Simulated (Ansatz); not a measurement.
Sr:
```xyz
1
Lattice="-2.3349 2.3349 2.3349 2.3349 -2.3349 2.3349 2.3349 2.3349 -2.3349" Properties=species:S:1:pos:R:3 pbc="T T T"
Sr     0.0000     0.0000     0.0000
```

Relaxed with PBEsol. Special points in fractions of this cell's reciprocal vectors: Γ (0.000, 0.000, 0.000); H (0.500, -0.500, 0.500); N (0.000, 0.000, 0.500); P (0.250, 0.250, 0.250).

**Question.** List the band energies nearest the Fermi level at these points for DFT-PBEsol with spin–orbit coupling in the program Ansatz with PAW potentials.

**Answer.** In eV from the Fermi level; about four levels below and three above (degenerate sets whole), none deeper than 8.9 eV; points with the same levels are listed once.

| k | below | above |
|---|---|---|
| Γ | -3.76 -3.76 | 2.45 2.45 2.45 2.45 |
| H | -0.23 -0.23 -0.23 -0.23 | 3.74 3.74 3.97 3.97 3.97 3.97 |
| N | -1.06 -1.06 | 0.35 0.35 1.22 1.22 |
| P | – | 0.31 0.31 0.40 0.40 0.40 0.40 |

Space group Im-3m (bcc (W type)). This is a known high-temperature phase of the composition, computed here at zero pressure and temperature. The PBEsol relaxation kept the symmetry of its start; whether a distortion lowers the energy is not shown.

Potentials: the earlier of the program's two PAW sets.
